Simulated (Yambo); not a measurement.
MgTiF$_{6}$ (space group R-3, No. 148), G0W0@LDA in Yambo; all else as in the reference (2×2×2 Γ-centred k mesh, bands 3 to 163 and a 7 Ry block in the screening, 163 bands in G with the Bruneval-Gonze terminator, plasmon pole fitted at 27.2 eV). One parameter is varied: the cutoff of the exchange sum, over 5, 10, 20, 40, 84 Ry.

Task: From which value on does the gap Γ → F stay within 0.05 eV of the largest setting?

Result: From 20 Ry on.
| cutoff of the exchange sum (Ry) | G0W0 gap (eV) | valence shift (eV) |
|---|---|---|
| 5 | 9.25 | 2.98 |
| 10 | 9.64 | 0.46 |
| 20 | 9.58 | -1.21 |
| 40 | 9.53 | -1.90 |
| 84 | 9.54 | -2.03 |
The last step of the sweep still moves the gap by 10 meV; the other settings are held fixed.

Geometry of the Materials Project entry, not relaxed at this level; primitive cell a = 5.3688 Å, b = 5.3688 Å, c = 5.3688 Å, α = 58.13°, β = 58.13°, γ = 58.13°.

The structure is a Materials Project entry; no match was found in the copy of COD used, and its stability was not checked.

A shift is the quasiparticle energy of the state minus its LDA energy.
